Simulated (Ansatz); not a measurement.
A geometry of Co away from equilibrium: step 12 of the relaxation of a randomly generated symmetric cell of Co (space group No. 65). Method: PBE (plane waves to 420 eV, PAW, scalar-relativistic; Ansatz, an electronic-structure program). Γ-centred k-mesh 14×14×15 on the run's cell (coarser than for final values), Fermi–Dirac smearing 0.05 eV.

```yaml
crystal:
  lattice:
    - [1.24594, -2.04891, 0.00000]
    - [1.24594, 2.04891, 0.00000]
    - [0.00000, 0.00000, 2.30417]
  atoms:
    - { symbol: Co, position: [0.50000, 0.50000, 0.00000] }
```
Spin-polarised start, with parallel moments on Co.

Q: Which atoms carry the largest force, and which way does it point?

A: No atom: all forces are below 0.005 eV/Å; only the cell is out of equilibrium.

Q: What is the pressure?

A: +4.2 GPa, compression positive.

Spin state reached: ferromagnetic (net 1.79 μB/atom), from parallel starting moments; other spin orders were not run from this start.

The run could not lose the symmetry of its start, so the end can be a saddle point.

The end of the path is a generated cell of Co: the first start was made by a random draw of sites in a space group, and the end was not matched to a known phase here, so it may be hypothetical. Known forms of Co include space group No. 194.
